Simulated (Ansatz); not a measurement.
InP:
```yaml
crystal:
  lattice:
    - [4.17315, 0.00000, 0.00000]
    - [-2.08658, 3.61406, 0.00000]
    - [0.00000, 0.00000, 13.66586]
  atoms:
    - { symbol: In, position: [0.66667, 0.33333, 0.00001] }
    - { symbol: P, position: [0.66667, 0.33333, 0.18770] }
    - { symbol: In, position: [0.00000, 0.00000, 0.25011] }
    - { symbol: P, position: [0.00000, 0.00000, 0.43718] }
    - { symbol: In, position: [0.33333, 0.66667, 0.50001] }
    - { symbol: P, position: [0.33333, 0.66667, 0.68770] }
    - { symbol: In, position: [0.00000, 0.00000, 0.75011] }
    - { symbol: P, position: [0.00000, 0.00000, 0.93718] }
```

Relaxed with r²SCAN. Special points in fractions of this cell's reciprocal vectors: Γ (0.000, 0.000, 0.000); M (0.500, 0.000, 0.000); K (0.333, 0.333, 0.000); A (0.000, 0.000, 0.500); L (0.500, 0.000, 0.500); H (0.333, 0.333, 0.500).

Problem. List the band energies nearest the valence-band maximum at these points for r²SCAN (plane waves, PAW; program Ansatz).

Solution. In eV from the valence-band maximum; about four levels below and three above (degenerate sets whole), none deeper than 8.9 eV; points with the same levels are listed once.

```csv
k,below,above
Γ,-0.54 -0.54 -0.06 0.00 0.00,1.06 1.67 1.98
M,-1.76 -1.76 -1.74 -1.27 -0.99,1.83 1.92 2.23
K,-2.55 -1.95 -1.95 -1.46,2.91 3.47 3.47
A,-0.18 -0.18 -0.18 -0.18,1.78 1.78 2.05 2.05
L,-1.76 -1.76 -1.25 -1.25,2.20 2.20 2.63 2.63
H,-2.02 -2.02 -1.78 -1.78,2.86 2.86 3.78 3.78
```

Space group P6_3mc. The start of the workflow was typed in or built on a structure type; the Crystallography Open Database copy checked does not list it. It is not the phase usual at ambient conditions (space group No. 216). Symmetry was held in the r²SCAN relaxation; its stability against distortions is not shown here. Spin–orbit coupling is left out wherever it is not named.

Potentials: the earlier of the program's two PAW sets.
